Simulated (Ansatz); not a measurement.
A geometry of W away from equilibrium: step 2 of the relaxation of a generated cell, W placed in the AFLOW prototype A_tP4_129_ac (A_d). These are r2SCAN (plane waves to 500 eV, PAW, scalar-relativistic; Ansatz, a program for electronic structure) values and carry that method's errors. Γ-centred k-mesh 7×7×10 on the run's cell (coarser than for final values), Fermi–Dirac smearing 0.05 eV. The plane waves were selected for a different cell earlier on the path.

```
CELL_PARAMETERS angstrom
      4.53886     0.00000     0.00000
      0.00000     4.53886     0.00000
      0.00000     0.00000     3.15378
ATOMIC_POSITIONS crystal
  W  0.00000 0.00000 0.00000
  W  0.50000 0.50000 0.00000
  W  0.50000 0.00000 0.43759
  W  0.00000 0.50000 0.56241
```

Q: What forces act on the atoms (eV/Å)?

A: 
| atom | Fx | Fy | Fz |
|---|---|---|---|
| W1 | 0.00 | 0.00 | 0.00 |
| W2 | 0.00 | 0.00 | 0.00 |
| W3 | 0.00 | 0.00 | 2.68 |
| W4 | 0.00 | 0.00 | -2.68 |

The path ends in Im-3m (No. 229) (bcc (W type)). No spin polarisation in the result.

The run could not lose the symmetry of its start; a randomly shaken copy of 2 atoms returns to this structure.
